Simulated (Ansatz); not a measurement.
The start is a relaxed MoPt cell with one Pt and one Mo atom exchanged in a cell of 4 atoms. The cell and all atomic positions are relaxed at zero pressure with PBEsol (plane waves to 420 eV, PAW, scalar-relativistic; Ansatz, a quantum-chemistry and plane-wave program). First-step values are on the input's coarse k-mesh.

Ansatz input (later rounds restart from its end on a renewed k-mesh):
Ansatz 0.2 input:
```yaml
crystal:
  lattice:
    - [4.4550051738, 0, 0]
    - [0, 2.7187555753, 0]
    - [0, 0, 4.913225033]
  atoms:
    - { symbol: Mo, position: [0.25, 0, 0.1639041801] }
    - { symbol: Pt, position: [0.75, 0, 0.8360958199] }
    - { symbol: Pt, position: [0.25, 0.5, 0.6644952936] }
    - { symbol: Mo, position: [0.75, 0.5, 0.3355047064] }
basis: { ecutwfc: 420, ecutrho_ratio: 4, xc_grid: 2, fft_grid_basis: typed }
kpoints: { mp_grid: { grid: [7, 12, 7] } }
hamiltonian:
  xc: pbesol
  dispersion: none
  pseudopotentials: { kind: paw }
scf: { occupations: { method: fermi_dirac, width: 0.05 } }
relax: { f_tol: 0.01, max_steps: 100, cell: { stress_tol: 0.02 } }
output: { forces: true, stress: true }
```

```json
{
  "largest_initial_force": "0.63 eV/Å, on Mo4 (atoms numbered as listed)",
  "energy_released": "0.02 eV/atom",
  "volume_change": "+1.0 %, from 14.88 to 15.03 Å³/atom",
  "relative_to_the_parent": "It does not go back: it is caught in Pmmn (No. 59), 0.19 eV/atom above the parent",
  "Shortest distances (start → end)": "The closest pairs of elements (up to four, under 3.6 Å), start → end: Mo–Pt 2.75 → 2.70 Å; Mo–Mo 2.72 → 2.72 Å; Pt–Pt 2.72 → 2.72 Å",
  "optimiser_moves": "9"
}
```

The end point of the relaxation:

```cif
data_Mo2Pt2
_chemical_formula_sum 'Mo2 Pt2'
_space_group_name_H-M_alt 'Pmmn :1'
_space_group_IT_number 59
_space_group_name_Hall 'P 2 2ab -1ab'
_cell_length_a 2.71857
_cell_length_b 4.50061
_cell_length_c 4.91241
_cell_angle_alpha 90.000
_cell_angle_beta 90.000
_cell_angle_gamma 90.000
loop_
_space_group_symop_operation_xyz
  'x, y, z'
  '-x, -y, z'
  'x+1/2, -y+1/2, -z'
  '-x+1/2, y+1/2, -z'
  '-x+1/2, -y+1/2, -z'
  'x+1/2, y+1/2, -z'
  '-x, y, z'
  'x, -y, z'
loop_
_atom_site_label
_atom_site_type_symbol
_atom_site_symmetry_multiplicity
_atom_site_Wyckoff_symbol
_atom_site_fract_x
_atom_site_fract_y
_atom_site_fract_z
_atom_site_occupancy
Mo1 Mo 2 a 0.00000 0.00000 0.59905 1
Pt1 Pt 2 b 0.50000 0.00000 0.09555 1
```

Final values are on a 17×10×10 k-mesh of the relaxed cell. No spin polarisation in the result.

The run could not lose the symmetry of its start.

Of the parent cell (Pmma (No. 51)): The relaxation started from an entry of Materials Project.

The runs began from a structure in Materials Project; this end point is another cell, not compared with measured phases.
